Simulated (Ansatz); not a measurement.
Structure: La3AlN4, ordered on the wurtzite lattice (P3m1) with 8 atoms a cell, at its r2SCAN minimum. It is trigonal, P3m1 (No. 156); a = 3.836 Å, c = 12.125 Å in the conventional setting, 19.32 Å³ an atom. Al has 4 N at 1.82–2.25 Å; La has 4 N at 2.37–2.49 Å; La has 4 N at 2.33–2.51 Å; La has 4 N at 2.37–2.50 Å; N has 1 Al at 1.82 Å and 3 La at 2.33 Å; N has 4 La at 2.37–2.49 Å; N has 4 La at 2.37–2.51 Å; N has 3 Al at 2.25 Å and 1 La at 2.50 Å.

4 runs of Ansatz 0.2.0 on this cell differ in the functional (and in the settings that go with it). Levels are in eV from each run's valence top; v1 is the last filled band, c1 the first empty one.

Run A, mean stress +0.9 GPa (compression positive):
```
point     v2     v1    c1    c2
    Γ  -1.37  -1.02  0.40  2.02
    M  -0.37   0.00  2.08  2.64
    K  -0.60  -0.41  2.30  2.60
```

Run B, mean stress -0.9 GPa (compression positive):
```
point     v2     v1    c1    c2
    Γ  -1.35  -1.10  1.26  3.20
    M  -0.38   0.00  3.16  3.68
    K  -0.60  -0.44  3.24  3.58
```

Run C, mean stress -0.8 GPa (compression positive):
```
point     v2     v1    c1    c2
    Γ  -1.34  -1.11  1.93  3.91
    M  -0.38   0.00  3.88  4.40
    K  -0.60  -0.45  3.94  4.29
```

Run D, mean stress 0.0 GPa (compression positive):
```
point     v2     v1    c1    c2
    Γ  -1.45  -1.05  0.65  2.37
    M  -0.39   0.00  2.40  2.94
    K  -0.61  -0.42  2.56  2.88
```

Task: Match the runs to PBE, r2SCAN, HSE06, PBE0.

Result: A is PBE, B is HSE06, C is PBE0, D is r2SCAN. In order of the gap: PBE 0.40, r2SCAN 0.65, HSE06 1.26, PBE0 1.93 eV. The stress vanishes for r2SCAN, which relaxed the cell.

Simulation only: spin-unpolarised, and no claim that this is the phase found in nature.

The runs are scalar-relativistic, without spin-orbit coupling.

The program warns that its thresholds are loose for a hybrid's stress.

The meshes of the hybrids are coarse, so their gaps aren't converged to the digits shown.
